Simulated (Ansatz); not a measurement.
Relaxed-ion elastic tensor of Mg2SeS in space group P-4m2 (No. 115; Mg on 2g, Se on 1b, S on 1d) in GPa (Voigt order), the program Ansatz at the PBEsol level (PAW); density 2.73 g/cm³, 24.30 Å³ per atom.

```json
[
 {"": "1", "1": "80.6", "2": "30.6", "3": "46.4", "4": "0.0", "5": "0.0", "6": "0.0"},
 {"": "2", "1": "30.6", "2": "80.6", "3": "46.4", "4": "0.0", "5": "0.0", "6": "0.0"},
 {"": "3", "1": "46.4", "2": "46.4", "3": "63.4", "4": "0.0", "5": "0.0", "6": "0.0"},
 {"": "4", "1": "0.0", "2": "0.0", "3": "0.0", "4": "24.4", "5": "0.0", "6": "0.0"},
 {"": "5", "1": "0.0", "2": "0.0", "3": "0.0", "4": "0.0", "5": "24.4", "6": "0.0"},
 {"": "6", "1": "0.0", "2": "0.0", "3": "0.0", "4": "0.0", "5": "0.0", "6": "9.3"}
]
```

**Question.** Is the crystal mechanically stable?

**Answer.** Yes: the smallest eigenvalue of C is 9.3 GPa.

**Question.** Work out the Voigt, Reuss and Hill averages.

**Answer.** K_V = 52.3, K_R = 52.3, K_H = 52.3; G_V = 18.4, G_R = 14.5, G_H = 16.4 GPa.

**Question.** Give Young's modulus, Poisson's ratio, Pugh's ratio and the universal anisotropy index.

**Answer.** E = 9KG/(3K + G) = 44.7 GPa; ν = 0.36; K/G = 3.18 (ductile by the Pugh limit of 1.75); A_U = 5G_V/G_R + K_V/K_R − 6 = 1.32.

**Question.** Estimate the sound speeds and the Debye temperature.

**Answer.** v_l = √((K + 4G/3)/ρ) = 5220 m/s, v_t = √(G/ρ) = 2460 m/s, mean 2760 m/s; Θ = (h/k)(3n/4πV)^(1/3) v_m = 284 K.

**Question.** How much does each axis shrink under pressure?

**Answer.** Linear compressibilities β_i = Σ_j S_ij (j = 1 to 3): x 6.2, y 6.2, z 6.7 per TPa.

The first step of the workflow began from a Materials Project structure, measured or hypothetical; the Crystallography Open Database copy checked does not list it. Its standing as an ambient phase is unchecked. Symmetry was held in the PBEsol relaxation; of distortions, only those at the zone centre were tested.

Potentials: the later of the program's two PAW sets.
